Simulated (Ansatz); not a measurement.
LuAlB4:
```
LuAlB4
1.0
    3.59041    -4.57005     0.00000
    3.59041     4.57005     0.00000
    0.00000     0.00000     3.42103
Lu Al B
2 2 8
Direct
  0.69974   0.30026   0.00000
  0.30026   0.69974   0.00000
  0.18069   0.18069   0.00000
  0.81931   0.81931   0.00000
  0.62048   0.62048   0.50000
  0.37952   0.37952   0.50000
  0.06380   0.38341   0.50000
  0.93620   0.61659   0.50000
  0.38341   0.06380   0.50000
  0.61659   0.93620   0.50000
  0.90644   0.09356   0.50000
  0.09356   0.90644   0.50000
```

Relaxed with LDA. Special points in fractions of this cell's reciprocal vectors: Γ (0.000, 0.000, 0.000); Y (-0.500, 0.500, 0.000); C0 (-0.404, 0.596, 0.000); Σ0 (0.404, 0.404, 0.000); Z (0.000, 0.000, 0.500); A0 (0.404, 0.404, 0.500); E0 (-0.404, 0.596, 0.500); T (-0.500, 0.500, 0.500); S (0.000, 0.500, 0.000); R (0.000, 0.500, 0.500).

### Question
List the band energies nearest the Fermi level at these points for LDA (plane waves, PAW; program Ansatz).

### Answer
In eV from the Fermi level; about four levels below and three above (degenerate sets whole), none deeper than 8.9 eV; points with the same levels are listed once.

| k | below | above |
|---|---|---|
| Γ | -2.06 -1.68 -1.53 -1.18 | 0.21 1.07 1.98 |
| Y | -2.03 -1.84 -1.25 -1.02 | 0.44 2.15 2.44 |
| C0 | -2.09 -1.27 -1.13 -1.03 | 0.42 1.72 2.13 |
| Z | -2.81 -2.64 -1.45 -0.91 | 0.85 1.54 2.09 |
| A0 | -2.82 -2.66 -2.11 -0.62 | 0.86 3.62 3.66 |
| T | -2.98 -2.93 -1.77 -0.97 | 0.65 3.86 3.95 |
| S | -2.15 -1.14 -1.06 -0.59 | 0.78 1.05 1.78 |
| R | -3.20 -3.05 -2.17 -1.86 | 0.68 1.84 3.09 |

Space group Cmmm. The workflow started from an entry of the Crystallography Open Database (COD, 298 K), which files this formula under 2 space groups. Whether it is the stable phase at ambient conditions was not checked. The LDA relaxation kept the symmetry of its start; its stability against distortions is not shown here. Spin–orbit coupling is left out wherever it is not named.

Potentials: the later of the program's two PAW sets.
